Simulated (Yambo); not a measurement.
Material: BN (space group P6_3/mmc, No. 194); a = 2.5124 Å, b = 2.5124 Å, c = 7.7073 Å, α = 90.00°, β = 90.00°, γ = 120.00° (4 atoms in the cell). The geometry is that of Materials Project entry mp-984, symmetrised and not relaxed again.

With PBEsol (pw.x of Quantum ESPRESSO, ONCV potentials, no spin-orbit coupling), the gap between the mesh's edge points (H → M) is 4.421 eV.

**Question.** By how much does one-shot G0W0 (Yambo; 6×6×2 Γ-centred k mesh, 94 bands and a 10 Ry block in the screening, 94 bands in G with the Bruneval-Gonze terminator, plasmon pole fitted at 27.2 eV) open this gap, and what gap results?

**Answer.** The correction is 1.804 eV, giving 6.225 eV, 1.4 times the PBEsol value. Among the k points computed, the smallest G0W0 gap is 5.76 eV, H → Γ. Nearest settings tried, and what they do to the gap: 59 bands in W, 59 bands in G: -2 meV; 8 Ry block (121 vectors against 177): -60 meV. Not varied: mesh. So the settings aren't converged at that level. 

The distance between layers or molecules is the database entry's, not relaxed here. Functionals without dispersion can leave it too large, which widens gaps and weakens the response across layers: the numbers belong to this cell.
